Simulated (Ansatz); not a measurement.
## AlV2C: computed property card

AlV2C:
```xyz
8
Lattice="2.8787 0.0000 0.0000 -1.4394 2.4930 0.0000 0.0000 0.0000 13.0210" Properties=species:S:1:pos:R:3 pbc="T T T"
Al     0.0000     1.6620     3.2552
Al     1.4394     0.8310     9.7657
V      0.0000     1.6620     7.6186
V      1.4394     0.8310     5.4023
V      1.4394     0.8310     1.1082
V      0.0000     1.6620    11.9128
C      0.0000     0.0000     0.0000
C      0.0000     0.0000     6.5105
```

Space group P6_3/mmc (No. 194); conventional cell a = b = 2.879 Å, c = 13.021 Å, α = β = 90.00°, γ = 120.00°.

Method: plane-wave PAW PBEsol (Ansatz code). Geometry: relaxed at this level of theory. Other levels are named where they apply.

Cell and energy:

- Volume per atom = 11.68 Å³
- Density = 5.01 g/cm³
- Formation energy from the elements (no fitted shifts) = -0.57 eV/atom

Electronic structure:

- Electronic character = metallic (no gap)
- Density of states at the Fermi level = 0.61 states/eV per atom (mean over ±0.08 eV)

Mechanics:

Bulk modulus (Birch–Murnaghan fit): 185 GPa
Pressure derivative B′: 4.4
Elastic constants (relaxed ions, GPa): C11 = 356, C12 = 82.8, C13 = 108, C33 = 340, C44 = 159
Mechanical stability: stable (all eigenvalues of C positive)
Hill bulk and shear moduli: 184 and 140 GPa
Young's modulus: 335 GPa
Poisson's ratio: 0.20
Debye temperature from the elastic constants: 766 K

Phonons:

* **Highest zone-centre frequency**: 723 cm⁻¹
* **Zone-centre stability**: no imaginary mode at Γ

Symmetry was held in the PBEsol relaxation. The run is not spin-polarised. As this level gives no gap, shear constants depend on the k-mesh and smearing (Fermi–Dirac, 0.1 eV here). As this level gives no gap, phonon frequencies hold no LO–TO term and depend on the k-mesh and smearing (Fermi–Dirac, 0.1 eV here). The references are the lowest solids computed at this level, not always the standard phases.

Potentials: the later of the program's two PAW sets.
